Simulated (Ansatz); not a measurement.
TlBr:
```yaml
crystal:
  lattice:
    - [2.39576, 1.38319, 3.91409]
    - [-2.39576, 1.38319, 3.91409]
    - [0.00000, -2.76639, 3.91409]
  atoms:
    - { symbol: Tl, position: [0.00000, 0.00000, 0.00000] }
    - { symbol: Br, position: [0.50000, 0.50000, 0.50000] }
```

PBE+D3(BJ) in the plane-wave PAW code Ansatz gives a gap of 2.31 eV without spin–orbit coupling, maximum at T, minimum at L.

Task: What happens when spin–orbit coupling is switched on?

Result: The gap drops by 0.26 eV, to 2.05 eV; maximum at T, minimum at L.

Task: Give the electron effective mass with spin–orbit coupling.

Result: 0.32, 0.32, 0.36 mₑ (principal values).

Task: Give the hole effective mass with spin–orbit coupling.

Result: 0.40, 0.40, 0.54 mₑ (principal values).

Space group Fm-3m (rock salt). The cell is a constructed one: a structure type filled with these elements; the Crystallography Open Database copy checked does not list it. COD files the formula under space group No. 221, so this cell is another polymorph or a model. Whether it is the stable phase at ambient conditions was not checked. The cell was relaxed with PBE+D3(BJ) under the symmetry of its start; phonons on a q-mesh show no instability.

Potentials: the later of the program's two PAW sets.
